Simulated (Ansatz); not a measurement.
Input file for Ansatz (a first-principles code):

Ansatz 0.2 input:
```yaml
crystal:
  lattice:
    - [3.1671934899, 0.0, 0.0]
    - [-1.5835967449, 2.742870021, 0.0]
    - [0.0, 0.0, 3.5515921435]
  atoms:
    - { symbol: Zr, position: [0.0, 0.0, 0.0] }
    - { symbol: B, position: [0.3333333333, 0.6666666667, 0.5] }
    - { symbol: B, position: [0.6666666667, 0.3333333333, 0.5] }
kpoints:
  mp_grid: { grid: [31, 31, 24] }
hamiltonian:
  xc: r2scan
  pseudopotentials: { kind: paw }
scf:
  occupations: { method: fermi_dirac, width: 0.1 }
elastic: { mode: relaxed_ion, stencil: two_point, amplitude: 0.005, f_tol: 0.0005 }
```

Output (shortened):

```
Pseudopotential: Zr, paw, valence charge 12
Pseudopotential: B, paw, valence charge 3
Functional definition: r2SCAN
Crystal: 3 atoms, lattice volume = 30.853 Å³
Basis set: ecut = 500 eV, 787 PW (Γ), exchange–correlation on 96×96×108 points (64 copies of the dense FFT grid, shifted against one another)
Bands: 13, of which v1, the nominal top of the filled ones, is band 9 counted from 1 (8 counted from 0)
Symmetry: 24 space group operations
Space group: P6/mmm (ITA 191), of the structure as read, at distance tolerance 3.1e-5 Å
k-points: 1248 of 23064
the search or the solves at the SCF's close seem to have found levels that the self-consistency loop had missed (the run counts 1) …
SCF 1 converged in 11 iterations: F = -4511.337150 eV  dr2 = 5.65e-16
Crystal: 3 atoms, lattice volume = 30.853 Å³
SCF 2 converged in 2 iterations: F = -4511.337150 eV  dr2 = 1.66e-16
Crystal: 3 atoms, lattice volume = 30.699 Å³
Basis set: ecut = 500 eV, 783 PW (Γ), exchange–correlation on 96×96×108 points (64 copies of the dense FFT grid, shifted against one another)
Symmetry: 8 space group operations
k-points: 3328 of 23064
SCF 3 converged in 9 iterations: F = -4511.335675 eV  dr2 = 5.52e-14
relax step   1: F+E_penalty+E_count = -4511.33567536 eV  Δ(F+E_penalty+E_count) = +0.000e0 eV  max|allowed force component| = 1.309e-2 eV/Å  Δτ_max = 0.0000 Å  (9 SCF iters, accepted)
Crystal: 3 atoms, lattice volume = 30.699 Å³
SCF 4 converged in 7 iterations: F = -4511.335680 eV  dr2 = 8.38e-15
relax step   2: F+E_penalty+E_count = -4511.33568013 eV  Δ(F+E_penalty+E_count) = -4.769e-6 eV  max|allowed force component| = 7.514e-3 eV/Å  Δτ_max = 0.0002 Å  (7 SCF iters, accepted)
Crystal: 3 atoms, lattice volume = 30.699 Å³
SCF 5 converged in 7 iterations: F = -4511.335682 eV  dr2 = 1.41e-14
relax step   3: F+E_penalty+E_count = -4511.33568247 eV  Δ(F+E_penalty+E_count) = -2.346e-6 eV  max|allowed force component| = 9.229e-6 eV/Å  Δτ_max = 0.0003 Å  (7 SCF iters, accepted)
Crystal: 3 atoms, lattice volume = 30.699 Å³
SCF 6 converged in 2 iterations: F = -4511.335682 eV  dr2 = 3.78e-15
Crystal: 3 atoms, lattice volume = 31.008 Å³
SCF 7 converged in 9 iterations: F = -4511.335823 eV  dr2 = 6.08e-14
relax step   1: F+E_penalty+E_count = -4511.33582292 eV  Δ(F+E_penalty+E_count) = +0.000e0 eV  max|allowed force component| = 1.391e-2 eV/Å  Δτ_max = 0.0000 Å  (9 SCF iters, accepted)
Crystal: 3 atoms, lattice volume = 31.008 Å³
SCF 8 converged in 7 iterations: F = -4511.335831 eV  dr2 = 5.52e-14
relax step   2: F+E_penalty+E_count = -4511.33583108 eV  Δ(F+E_penalty+E_count) = -8.152e-6 eV  max|allowed force component| = 1.944e-4 eV/Å  Δτ_max = 0.0006 Å  (7 SCF iters, accepted)
Crystal: 3 atoms, lattice volume = 31.008 Å³
SCF 9 converged in 2 iterations: F = -4511.335831 eV  dr2 = 1.10e-14
Crystal: 3 atoms, lattice volume = 30.699 Å³
SCF 10 converged in 9 iterations: F = -4511.336119 eV  dr2 = 1.06e-15
Crystal: 3 atoms, lattice volume = 31.008 Å³
SCF 11 converged in 6 iterations: F = -4511.336055 eV  dr2 = 9.06e-14
Crystal: 3 atoms, lattice volume = 30.853 Å³
Symmetry: 4 space group operations
k-points: 5968 of 23064
SCF 12 converged in 9 iterations: F = -4511.336532 eV  dr2 = 2.01e-14
relax step   1: F+E_penalty+E_count = -4511.33653217 eV  Δ(F+E_penalty+E_count) = +0.000e0 eV  max|allowed force component| = 1.272e-4 eV/Å  Δτ_max = 0.0000 Å  (9 SCF iters, accepted)
Crystal: 3 atoms, lattice volume = 30.853 Å³
SCF 13 converged in 2 iterations: F = -4511.336532 eV  dr2 = 3.14e-15
Crystal: 3 atoms, lattice volume = 30.853 Å³
SCF 14 converged in 9 iterations: F = -4511.336532 eV  dr2 = 1.85e-14
relax step   1: F+E_penalty+E_count = -4511.33653217 eV  Δ(F+E_penalty+E_count) = +0.000e0 eV  max|allowed force component| = 1.272e-4 eV/Å  Δτ_max = 0.0000 Å  (9 SCF iters, accepted)
Crystal: 3 atoms, lattice volume = 30.853 Å³
SCF 15 converged in 2 iterations: F = -4511.336532 eV  dr2 = 2.94e-15
SCF converged after 2 iterations
Free energy (F): -4511.337150 eV
Harris-Foulkes:  -4511.337150 eV  (|F-HF|=9.09e-13)
Internal energy: -4511.328253 eV  (E = F + TS)
E sigma→0 (E₀):  -4511.332701 eV
Entropy (-TS):   -0.008897 eV (-2.966 meV/atom)
Fermi energy:    15.879205 eV
--- Per-component energies (eV) ---
  E_band       = -38.066321
  E_kinetic    = 433.855039
  E_local      = -555.715142  (includes V_loc(G=0)·N_el)
  E_nonlocal   = 99.642949
  E_hartree    = 175.526264
  E_xc         = -221.117028
  E_vxc        = -297.143352  (∫ρ·V_xc dr)
  E_paw        = -3130.719594  (= ΣΔE_a)
  E_vpaw       = -86.054673  (= ΣTr[D̂ρ^β])
  E_aug_tail   = 0.000005  (compensation charges beyond the density's cutoff)
  E_vtau       = 16.296325  (kinetic-family band-sum trace: ∫τ·v_τ [+ j·A + Jᵃ·Aᵃ] dr)
  E_ewald      = -1312.599120
  E_core_change = -0.201626  (= ΣΔE_core)
  E_smearing   = -0.008897  (= −TS)
  E_closure    = 0.000000  (closes the sum)
  Σ components = -4511.337150   (vs F -4511.337150, Δ=0.00e0)
--- Forces (eV/Å), atoms counted from 1 ---
  atom   1  Zr     0.00000000     0.00000000     0.00000000
  atom   2  B      0.00000000     0.00000000     0.00000000
  atom   3  B      0.00000000     0.00000000     0.00000000
  max |Σ_I F_I| component: 3.70e-17 eV/Å
--- Stress (GPa, compression-positive) ---
        0.061460       0.000000       0.000000
        0.000000       0.061460       0.000000
        0.000000       0.000000      -0.042475
  P = ⅓ Tr σ = 0.0268 GPa (0.268 kbar)
--- Band table (eV; the first three rows and the last of 1248) ---
  k-point 0: bands = ["-34.5723", "-12.0673", "-11.4857", "-11.4857", "2.2248", "13.1202", "13.1202", "13.1728", "13.1999", "19.4472", "19.4472", "20.2188", "20.2188"]
  k-point 1: bands = ["-34.5720", "-12.0738", "-11.4852", "-11.4852", "2.2512", "12.7103", "13.1372", "13.1372", "13.6540", "19.2674", "19.2674", "20.1614", "20.1614"]
  k-point 2: bands = ["-34.5710", "-12.0930", "-11.4840", "-11.4840", "2.3296", "12.2262", "13.1879", "13.1879", "14.1145", "18.8787", "18.8787", "19.9952", "19.9952"]
  k-point 1247: bands = ["-34.4135", "-12.1496", "-12.1351", "-12.0872", "6.3148", "6.6440", "10.5646", "12.9152", "12.9681", "20.0936", "21.9887", "22.1344", "22.5037"]
--- Elastic constants: 3 strain directions × 2 members + reference (group order 24) ---
  dense FFT box of the reference and of every strained cell: 24×24×27
  strains applied: 11, 33, 23; error gains …
  C = ∂σ_k/∂η_j (tension-positive GPa; Voigt order 11 22 33 23 13 12):
       578.941     53.436    120.388      0.000      0.000      0.000
        53.436    578.941    120.388      0.000      0.000      0.000
       120.282    120.282    441.853      0.000      0.000      0.000
         0.000      0.000      0.000    256.749      0.000      0.000
         0.000      0.000      0.000      0.000    256.749      0.000
         0.000      0.000      0.000      0.000      0.000    262.753
  reference stress σ⁰ (GPa):     -0.061     -0.061      0.042      0.000      0.000      0.000
  moduli (Voigt/Reuss/Hill, GPa): K = 243.11/242.05/242.58   G = 242.29/235.57/238.93   E = 539.62   ν = 0.129
  mechanically stable: yes (min eigenvalue of sym C = 256.75 GPa)
  strain η (Voigt 11):  stress-route row diagonal C_11 = 578.94 GPa, energy-path curvature d²(F+E_count+ΔE)/dδ²/Ω₀ = 578.91 GPa
         δ    σ_11 (GPa)             F (eV)   n_scf  n_hpsi   n_pw
    -5.000e-3      -3.0026       -4511.3356825       2  451935    794   relax 3 steps, max|allowed force component| 9.23e-6 eV/Å
     5.000e-3       2.7868       -4511.3358311       2  453895    804   relax 2 steps, max|allowed force component| 1.94e-4 eV/Å
  strain η (Voigt 33):  stress-route row diagonal C_33 = 441.85 GPa, energy-path curvature d²(F+E_count+ΔE)/dδ²/Ω₀ = 441.84 GPa
         δ    σ_33 (GPa)             F (eV)   n_scf  n_hpsi   n_pw
    -5.000e-3      -2.1966       -4511.3361188       9  357357    794   relax 0 steps, max|allowed force component| 2.84e-16 eV/Å
     5.000e-3       2.2219       -4511.3360554       6  298960    806   relax 0 steps, max|allowed force component| 5.30e-16 eV/Å
  strain η (Voigt 23):  stress-route row diagonal C_44 = 256.75 GPa, energy-path curvature d²(F+E_count+ΔE)/dδ²/Ω₀ = 256.76 GPa
         δ    σ_23 (GPa)             F (eV)   n_scf  n_hpsi   n_pw
    -5.000e-3      -1.2837       -4511.3365322       2  810920    796   relax 1 steps, max|allowed force component| 1.27e-4 eV/Å
     5.000e-3       1.2837       -4511.3365322       2  810516    796   relax 1 steps, max|allowed force component| 1.27e-4 eV/Å
```

Cost: very roughly 40 core-minutes on shared cores.

The cell was relaxed with r²SCAN under the symmetry of its start; of distortions, only those at the zone centre were tested. No spin polarisation was allowed. As this level gives no gap, shear constants depend on the k-mesh and smearing (Fermi–Dirac, 0.1 eV here). Scalar-relativistic: spin–orbit coupling is off unless named, which matters more the heavier the elements.

Potentials: the later of the program's two PAW sets.

Ansatz is a plane-wave DFT program.
